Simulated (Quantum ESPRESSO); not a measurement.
## Band energies of RbBr

```
RbBr
1.0
    4.07168     0.00000     0.00000
    0.00000     4.07168     0.00000
    0.00000     0.00000     4.07168
Br Rb
1 1
Direct
  0.50000   0.50000   0.50000
  0.00000   0.00000   0.00000
```

norm-conserving PBEsol (Quantum ESPRESSO, 46 Ry, with spin-orbit coupling); path ΓXMΓRX,MR; energies in eV from the valence-band maximum.

```csv
k (1/Å),point,band 16,band 17,band 18,band 19,band 20,band 21,band 22,band 23
0.00,Γ,-0.02,4.01,4.01,5.38,5.38,5.38,5.38,9.97
0.33,,-0.06,5.06,5.06,5.74,5.74,6.40,6.40,9.77
0.66,,-0.12,6.62,6.62,6.82,6.82,7.71,7.71,8.76
0.77,X,-0.13,6.77,6.77,7.09,7.09,7.72,7.72,8.54
0.99,,-0.16,6.65,6.65,6.98,6.98,7.71,7.71,8.80
1.32,,-0.05,5.50,5.50,6.29,6.29,8.16,8.16,8.18
1.54,M,0.00,5.16,5.16,6.09,6.09,7.89,7.89,7.90
1.65,,-0.01,5.24,5.24,6.14,6.14,7.93,7.93,8.00
1.98,,-0.13,5.94,5.94,6.46,6.46,8.27,8.27,8.44
2.31,,-0.12,5.03,5.03,5.88,5.88,6.24,6.24,9.37
2.63,Γ,-0.02,4.01,4.01,5.38,5.38,5.38,5.38,9.97
2.94,,-0.21,4.96,4.96,5.98,5.98,6.00,6.00,9.45
3.25,,-0.63,6.64,6.64,7.23,7.23,7.29,7.29,8.25
3.56,,-0.99,7.03,7.03,7.73,7.73,7.83,7.83,8.40
3.87,,-1.34,7.93,7.93,8.14,8.14,8.23,8.23,9.32
3.97,R,-1.37,8.05,8.05,8.28,8.28,8.28,8.28,9.31
4.17,,-1.24,7.58,7.58,7.98,7.98,8.08,8.08,9.26
4.47,,-0.69,6.70,6.70,7.40,7.40,7.42,7.42,8.98
4.76,,-0.26,6.93,6.93,7.11,7.11,7.18,7.18,8.66
5.06,X,-0.13,6.77,6.77,7.09,7.09,7.72,7.72,8.54
5.06,M,0.00,5.16,5.16,6.09,6.09,7.89,7.89,7.90
5.25,,-0.27,5.48,5.48,6.59,6.59,7.88,7.88,7.90
5.54,,-1.05,6.93,6.93,7.95,7.95,8.03,8.03,8.38
5.83,R,-1.37,8.05,8.05,8.28,8.28,8.28,8.28,9.31
```

The PBEsol gap is 4.01 eV and nearly direct: the edges lie at M and Γ, the smallest direct gap within 0.02 eV of it. Another valence extremum on the path lies within 0.02 eV, too close to call.

Geometry relaxed with PBEsol.

This is not the ordinary phase of the substance; no match was found in the copy of COD used, and its stability was not checked.
